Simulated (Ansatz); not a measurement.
Data:

TaTe:
```cif
data_Ta2Te2
_chemical_formula_sum 'Te2 Ta2'
_space_group_name_H-M_alt 'P 1'
_space_group_IT_number 1
_cell_length_a 5.37629
_cell_length_b 5.37629
_cell_length_c 4.73409
_cell_angle_alpha 90.000
_cell_angle_beta 90.000
_cell_angle_gamma 140.543
loop_
_space_group_symop_operation_xyz
  'x, y, z'
loop_
_atom_site_label
_atom_site_type_symbol
_atom_site_fract_x
_atom_site_fract_y
_atom_site_fract_z
_atom_site_occupancy
Te1 Te 0.63630 0.36370 0.25000 1
Ta1 Ta 0.92282 0.07718 0.25000 1
Te2 Te 0.36370 0.63630 0.75000 1
Ta2 Ta 0.07718 0.92282 0.75000 1
```

This is the r²SCAN-relaxed structure.

### Question
All from DFT-r²SCAN in the program Ansatz with PAW potentials, unless another level is named. Estimate the electronic character.

### Answer
metallic (no gap).

### Question
Give the density of states at the Fermi level.

### Answer
0.78 states/eV per atom (mean over ±0.08 eV).

### Question
Next, the formation energy from the elements (no fitted shifts)?

### Answer
0.076 eV/atom.

Space group Cmcm. The start of the workflow was typed in or built on a structure type; neither database checked (COD, Materials Project) lists it. Whether it is the stable phase at ambient conditions was not checked. The cell was relaxed with r²SCAN under the symmetry of its start; whether a distortion lowers the energy is not shown. No spin polarisation was allowed. The references are the lowest solids computed at this level, not always the standard phases. Scalar-relativistic: spin–orbit coupling is off unless named, which matters more the heavier the elements.

Potentials: the later of the program's two PAW sets.
